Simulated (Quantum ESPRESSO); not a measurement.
# CSi3Ge4: input and log of a self-consistent run

Simulated, not a measurement. The program is pw.x of Quantum ESPRESSO 7.5 (plane-wave density functional theory). The cell is made up: 8 atoms on a zincblende/diamond lattice, with randomly drawn elements, strain and displacements, not relaxed. PseudoDojo standard norm-conserving files (v0.5 for PBE, v0.4.1 for LDA and PBEsol) set the functional; there is no spin polarisation, spin-orbit coupling or dispersion term, and the masses in the input are unused placeholders.

Input:

```
&control calculation='scf', pseudo_dir='./dojo.nc.sr.pbe.v0_5.standard.upf', outdir='./o', disk_io='low', tprnfor=.true., tstress=.true. /
&system ibrav=0, nat=8, ntyp=3, nbnd=46, ecutwfc=82.02448710, nosym=.true., tot_charge=0,
 occupations='smearing', smearing='fd', degauss=0.0073498644
/
&electrons conv_thr=7.350e-09, electron_maxstep=60, /
ATOMIC_SPECIES
C 1.0 C.upf
Ge 1.0 Ge.upf
Si 1.0 Si.upf
CELL_PARAMETERS angstrom
5.7259 -0.1074 0.0207
-0.1074 5.6755 0.0075
0.0207 0.0075 5.6231
ATOMIC_POSITIONS angstrom
C 0.0431 -0.0881 0.1034
Si 0.0361 2.7655 2.9403
Si 2.8515 -0.0344 2.8793
Si 2.868 2.7319 -0.0821
Ge 1.2761 1.4038 1.4487
Ge 1.3556 4.0959 4.2684
Ge 4.1917 1.3789 4.1276
Ge 4.1004 4.2239 1.5701
K_POINTS automatic
6 6 6 1 1 1
```

The log is shortened where brackets say so; the opening notice, blank lines, dates and the lines on written files are dropped, and the path of the files is cut. It prints rydbergs, bohrs and kilobars, and counts compression as positive stress.

```
     Program PWSCF v.7.5
     Parallel version (MPI & OpenMP), running on       4 processor cores
     Number of MPI processes:                 4
     Threads/MPI process:                     1
     [start-up lines left out]
     bravais-lattice index     =            0
     lattice parameter (alat)  =      10.8224  a.u.
     unit-cell volume          =    1232.7059 (a.u.)^3
     number of atoms/cell      =            8
     number of atomic types    =            3
     number of electrons       =        72.00
     number of Kohn-Sham states=           46
     kinetic-energy cutoff     =      82.0245  Ry
     charge density cutoff     =     328.0979  Ry
     scf convergence threshold =      7.3E-09
     mixing beta               =       0.7000
     number of iterations used =            8  plain     mixing
     Exchange-correlation= PBE
                           (   1   4   3   4   0   0   0)
     [axes and pseudopotential details left out]
   Cartesian axes
     site n.     atom                  positions (alat units)
         1        C      tau(   1) = (   0.0075258  -0.0153834   0.0180550  )
         2        Si     tau(   2) = (   0.0063035   0.4828927   0.5134151  )
         3        Si     tau(   3) = (   0.4979095  -0.0060067   0.5027637  )
         4        Si     tau(   4) = (   0.5007906   0.4770257  -0.0143357  )
         5        Ge     tau(   5) = (   0.2228239   0.2451220   0.2529621  )
         6        Ge     tau(   6) = (   0.2367056   0.7151981   0.7453189  )
         7        Ge     tau(   7) = (   0.7319261   0.2407741   0.7207334  )
         8        Ge     tau(   8) = (   0.7159839   0.7375486   0.2741602  )
     number of k points=   108  Fermi-Dirac smearing, width (Ry)=  0.0073
     Number of k-points >= 100: set verbosity='high' to print them.
     Dense  grid:   123743 G-vectors     FFT dimensions: (  64,  64,  64)
     Estimated max dynamical RAM per process >     460.80 MB
     Estimated total dynamical RAM >       1.71 GB
     Initial potential from superposition of free atoms
     starting charge      71.9948, renormalised to      72.0000
     Starting wfcs are   52 randomized atomic wfcs
     total cpu time spent up to now is       13.1 secs
     per-process dynamical memory:   403.0 Mb
     Self-consistent Calculation
     iteration #  1     ecut=    82.02 Ry     beta= 0.70
     Davidson diagonalization with overlap
     ethr =  1.00E-02,  avg # of iterations =  3.0
     Threshold (ethr) on eigenvalues was too large:
     Diagonalizing with lowered threshold
     Davidson diagonalization with overlap
     ethr =  5.07E-04,  avg # of iterations =  3.1
     total cpu time spent up to now is       76.9 secs
     total energy              =    -751.46133630 Ry
     estimated scf accuracy    <       0.36850339 Ry
     iteration #  2     ecut=    82.02 Ry     beta= 0.70
     Davidson diagonalization with overlap
     ethr =  5.12E-04,  avg # of iterations =  7.4
     total cpu time spent up to now is      112.9 secs
     total energy              =    -751.37219062 Ry
     estimated scf accuracy    <       1.64840536 Ry
     iteration #  3     ecut=    82.02 Ry     beta= 0.70
     Davidson diagonalization with overlap
     ethr =  5.12E-04,  avg # of iterations =  5.0
     total cpu time spent up to now is      147.9 secs
     total energy              =    -751.61405474 Ry
     estimated scf accuracy    <       0.02565558 Ry
     iteration #  4     ecut=    82.02 Ry     beta= 0.70
     Davidson diagonalization with overlap
     ethr =  3.56E-05,  avg # of iterations =  4.6
     total cpu time spent up to now is      177.9 secs
     total energy              =    -751.61907376 Ry
     estimated scf accuracy    <       0.00436713 Ry
     iteration #  5     ecut=    82.02 Ry     beta= 0.70
     Davidson diagonalization with overlap
     ethr =  6.07E-06,  avg # of iterations =  4.3
     total cpu time spent up to now is      209.3 secs
     total energy              =    -751.61984138 Ry
     estimated scf accuracy    <       0.00042758 Ry
     iteration #  6     ecut=    82.02 Ry     beta= 0.70
     Davidson diagonalization with overlap
     ethr =  5.94E-07,  avg # of iterations =  2.5
     total cpu time spent up to now is      235.4 secs
     total energy              =    -751.61994724 Ry
     estimated scf accuracy    <       0.00005526 Ry
     iteration #  7     ecut=    82.02 Ry     beta= 0.70
     Davidson diagonalization with overlap
     ethr =  7.68E-08,  avg # of iterations =  2.1
     total cpu time spent up to now is      259.4 secs
     total energy              =    -751.61995891 Ry
     estimated scf accuracy    <       0.00000216 Ry
     iteration #  8     ecut=    82.02 Ry     beta= 0.70
     Davidson diagonalization with overlap
     ethr =  3.00E-09,  avg # of iterations =  4.1
     total cpu time spent up to now is      287.9 secs
     total energy              =    -751.61995958 Ry
     estimated scf accuracy    <       0.00000072 Ry
     iteration #  9     ecut=    82.02 Ry     beta= 0.70
     Davidson diagonalization with overlap
     ethr =  1.00E-09,  avg # of iterations =  2.0
     total cpu time spent up to now is      311.0 secs
     total energy              =    -751.61995973 Ry
     estimated scf accuracy    <       0.00000007 Ry
     iteration # 10     ecut=    82.02 Ry     beta= 0.70
     Davidson diagonalization with overlap
     ethr =  9.40E-11,  avg # of iterations =  2.6
     total cpu time spent up to now is      336.6 secs
     total energy              =    -751.61995975 Ry
     estimated scf accuracy    <          8.5E-09 Ry
     iteration # 11     ecut=    82.02 Ry     beta= 0.70
     Davidson diagonalization with overlap
     ethr =  1.18E-11,  avg # of iterations =  2.0
     total cpu time spent up to now is      361.2 secs
     End of self-consistent calculation
     Number of k-points >= 100: set verbosity='high' to print the bands.
     the Fermi energy is     6.4424 ev
!    total energy              =    -751.61995975 Ry
     estimated scf accuracy    <          7.9E-10 Ry
     smearing contrib. (-TS)   =      -0.00196788 Ry
     internal energy E=F+TS    =    -751.61799187 Ry
     The total energy is F=E-TS. E is the sum of the following terms:
     one-electron contribution =    -418.70459043 Ry
     hartree contribution      =     249.27612194 Ry
     xc contribution           =    -187.34114733 Ry
     ewald contribution        =    -394.84837605 Ry
     convergence has been achieved in  11 iterations
     Forces acting on atoms (cartesian axes, Ry/au):
     atom    1 type  1   force =    -0.01418898    0.00401841    0.01574781
     atom    2 type  3   force =    -0.05519804    0.02295908   -0.05085826
     atom    3 type  3   force =    -0.05775994   -0.00746521   -0.01661681
     atom    4 type  3   force =    -0.02437576    0.01285778    0.06381253
     atom    5 type  2   force =     0.01750141   -0.06489875   -0.06690639
     atom    6 type  2   force =     0.00043954    0.08469407    0.05825308
     atom    7 type  2   force =     0.05279267   -0.03886333    0.06223293
     atom    8 type  2   force =     0.08078911   -0.01330204   -0.06566488
     Total force =     0.232105     Total SCF correction =     0.000088
     Computing stress (Cartesian axis) and pressure
          total   stress  (Ry/bohr**3)                   (kbar)     P=      -56.82
  -0.00040548   0.00007740   0.00000256          -59.65       11.39        0.38
   0.00007740  -0.00038526   0.00010273           11.39      -56.67       15.11
   0.00000256   0.00010273  -0.00036809            0.38       15.11      -54.15
     init_run     :     10.36s CPU     11.15s WALL (       1 calls)
     electrons    :    343.80s CPU    348.17s WALL (       1 calls)
     forces       :      3.76s CPU      3.79s WALL (       1 calls)
     stress       :     14.00s CPU     14.02s WALL (       1 calls)
     [timing details left out]
     PWSCF        :   6m14.05s CPU   6m19.56s WALL
     JOB DONE.
```

In other units: free energy -10226.311 eV for the cell, pressure -5.68 GPa, largest force component 2.178 eV/Å. A rerun of a related cell, with the same atoms placed differently, at 1347 eV and a 8 x 8 x 8 mesh moved values by no more than 0.006 eV in energy, 0.03 GPa in stress and 0.005 eV/Å in force.